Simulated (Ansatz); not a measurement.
Input and command of a calculation in Ansatz (plane waves; scalar-relativistic PAW potentials unless the input names others):

```yaml
crystal:
  lattice:
    - [-3.0261888817, 3.0261888817, 2.5148659737]
    - [3.0261888817, -3.0261888817, 2.5148659737]
    - [3.0261888817, 3.0261888817, -2.5148659737]
  atoms:
    - { symbol: Al, position: [0.1587211842, 0.6587211842, 0.8174423684] }
    - { symbol: Al, position: [0.6587211842, 0.8412788158, 0.5] }
    - { symbol: Al, position: [0.8412788158, 0.3412788158, 0.1825576316] }
    - { symbol: Al, position: [0.3412788158, 0.1587211842, 0.5] }
    - { symbol: Cu, position: [0.75, 0.75, 0.0] }
    - { symbol: Cu, position: [0.25, 0.25, 0.0] }
basis:
  ecutwfc: 420
kpoints:
  mp_grid: { grid: [12, 12, 12] }
hamiltonian:
  xc: PBE-sol
scf:
  occupations: { method: gaussian, width: 0.15 }
  max_iter: 80
output:
  forces: true
  eigenvalues: true
  stress: true
```

```bash
ansatz run input.yaml --threads 2 --pin off --max-ram 5120MiB --backend cpu --events-out ev --progress --plain --runs-dir out
```

Will this input run?

The program refuses it, because of an unknown functional (hamiltonian.xc: "pbe" → "PBE-sol"; the functional meant is spelt pbesol). With the sound run's settings it is accepted.

Abridged log:
```
Error: YAML parse error: error: line 18 column 7: hamiltonian.xc: unknown variant `PBE-sol`, expected one of `lda`, `lda-pw`, `pw92`, `pbe`, `pbesol`, `rpbe`, `revpbe`, `blyp`, `pbe0`, `revpbe0`, `b3lyp`, `b3lyp5`, `hse06`, `wpbeh`, `hiss`, `lc_wpbe`, `cam_b3lyp`, `hf`, `r2scan`, `r2scanh`, `r2scan0`, `r2scan50`, `mr2scan`
  --> <input>:18:7
   |
16 |   mp_grid: { grid: [12, 12, 12] }
17 | hamiltonian:
18 |   xc: PBE-sol
   |       ^ hamiltonian.xc: unknown variant `PBE-sol`, expected one of `lda`, `lda-pw`, `pw92`, `pbe`, `pbesol`, `rpbe`, `revpbe`, `blyp`, `pbe0`, `revpbe0`, `b3lyp`, `b3lyp5`, `hse06`, `wpbeh`, `hiss`, `lc_wpbe`, `cam_b3lyp`, `hf`, `r2scan`, `r2scanh`, `r2scan0`, `r2scan50`, `mr2scan`
19 | scf:
20 |   occupations: { method: gaussian, width: 0.15 }
   |
```